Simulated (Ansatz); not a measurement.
TiO2:
```
CELL_PARAMETERS angstrom
     -1.88908     1.88908     4.79439
      1.88908    -1.88908     4.79439
      1.88908     1.88908    -4.79439
ATOMIC_POSITIONS crystal
  Ti 0.00000 0.00000 0.00000
  Ti 0.75000 0.25000 0.50000
  O  0.95721 0.45721 0.50000
  O  0.20721 0.20721 0.00000
  O  0.79279 0.79279 0.00000
  O  0.54279 0.04279 0.50000
```

Relaxed with r²SCAN.

Q: Map the valence electron density (e/Å³), cut off at 4 on the plane through (0.000, 0.000, 0.000) spanned by u = [1, 1, 0] and v = [1, 0, 1] in lattice vectors, from r²SCAN in the plane-wave PAW code Ansatz.

A: x is the fraction of u, y of v (the angle between them is 90°; rows are the nearest grid lines); atoms in the plane: Ti at (0.00, 0.00), Ti at (0.25, 0.50), O at (0.46, 0.50), O at (0.21, 0.00), O at (0.79, 0.00), O at (0.04, 0.50).
```
|9994126999931000000000000001399996214999|
|9993125999931000000000000001389995213999|
|9972113799520000000000000000259973112799|
|8621011354310000000000000000124431000268|
|2210001122110000000000000000011110000122|
|1111000011110000001000000000000000000011|
|2332100013531000122200000000000000000012|
|4775210149994101257610000000000000000014|
|7999411299999211499920000000000000000027|
|9999621499999412699931000000000000000139|
|9999621499999412699931000000000000000139|
|7999411299999211499920000000000000000027|
|4775210149994101257610000000000000000014|
|2332100013531000122200000000000000000012|
|1111000011110000001000000000000000000011|
|2210001122110000000000000000011110000122|
|8621011354310000000000000000124431000268|
|9972113799520000000000000000259973112799|
|9993125999931000000000000001389995213999|
|9994126999931000000000000001399996214999|
```
Scale: ten equal steps from 0.017 (start of '0') to 4.00 (end of '9'), in the order '0123456789'; x runs from 0.000 to 1.00, y from 0.000 (bottom) to 1.00 (top).

The density is the valence pseudo-density with augmentation charge, so density and ELF within about 1 Å of a nucleus are not all-electron values.

Space group I4_1/amd (anatase). The r²SCAN relaxation kept the symmetry of its start. No spin polarisation was allowed.

Potentials: the earlier of the program's two PAW sets.
